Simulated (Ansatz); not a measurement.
AsPdSe in space group P2_13 (No. 198; Pd on 4a, As on 4a, Se on 4a), the program Ansatz at the PBEsol level (PAW), all energies at zero smearing, with the estimated change up to a 700 eV cutoff added, with one set of potentials and settings (totals compare only within such a set). Cell of 12 atoms (4 Pd, 4 As, 4 Se): -68580.218 eV.

```json
[
 {"element": "Pd", "reference phase": "Fm-3m, 1 atoms in the cell", "E (eV/atom)": "-6906.6520"},
 {"element": "As", "reference phase": "R-3m, 2 atoms in the cell", "E (eV/atom)": "-4813.0241"},
 {"element": "Se", "reference phase": "P3_121, 3 atoms in the cell", "E (eV/atom)": "-5424.2079"}
]
```

Formation energy per atom, worked out: (-68580.218 − 4×(-6906.6520) − 4×(-4813.0241) − 4×(-5424.2079))/12 = -0.390 eV/atom (-38 kJ per mol of atoms), at 0 K, without zero-point energy or fitted corrections.

The workflow started from an entry of the Crystallography Open Database (COD). Its standing as an ambient phase is unchecked. The PBEsol relaxation kept the symmetry of its start; whether a distortion lowers the energy is not shown. The run is not spin-polarised. The references are the lowest solids computed at this level, not always the standard phases.

Potentials: the later of the program's two PAW sets.
